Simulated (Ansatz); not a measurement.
## Calculated electric field gradients for K2HgC4N4

The cell is a COD entry whose atoms were relaxed with PBE, the cell held.

Space group Fd-3m:1 (No. 227); a = 12.7600 Å.

```
site  Wyckoff  site symmetry       x       y       z
   K      16c           .-3m  0.6250  0.6250  0.1250
  Hg       8b           -43m  0.0000  0.0000  0.5000
   C      32e            .3m  0.3487  0.3487  0.8487
   N      32e            .3m  0.4015  0.4015  0.9015
```

One atom of each set is listed; the run and its k-mesh use a cell of 22 atoms with edges of 9.02, 9.02, 9.02 Å.

The numbers come from a DFT calculation in Ansatz (r2SCAN, plane waves and PAW, scalar-relativistic, 500 eV cutoff, Γ-centred 5×5×5 k-points, Fermi–Dirac smearing 0.05 eV).

V_zz is the principal component of the electric field gradient with the largest magnitude, η = (V_xx − V_yy)/V_zz and C_Q = eQV_zz/h.

39K: I = 3/2, Q = 60.30 mb; ²⁰¹Hg: I = 3/2, Q = 387.0 mb; N-14: I = 1, Q = 20.44 mb. Q values from Pyykkö, Mol. Phys. 116, 1328 (2018).

```csv
site,atoms,first shell,V_zz (10²¹ V/m²),η,C_Q (MHz)
K,4,6 N at 2.89 Å,-2.21,0.00,-3.23
Hg,2,4 C at 2.18 Å; also 4 N at 3.35 Å,0.00,–,0
C,8,"1 N at 1.17 Å, 1 Hg at 2.18 Å, angle 180°",-6.07,0.00,–
N,8,"1 C at 1.17 Å; also 3 K at 2.89 Å, 1 Hg at 3.35 Å",-8.53,0.00,-4.22
```

An axis of threefold or higher order runs through K, C and N, so V_zz lies along it and η is zero. Hg sits on a cubic site, where every gradient vanishes.

C has no stable isotope with a ground-state quadrupole moment in the table, so no C_Q is given.

The largest force is 0.9 eV/Å, so the atoms aren't at the calculated equilibrium and relaxing them would move these values. Without spin–orbit coupling the gradients at and beside Hg can be off by some per cent, at some sites by more. The database positions were far from equilibrium, so the relaxed structure may not be the compound's real one.
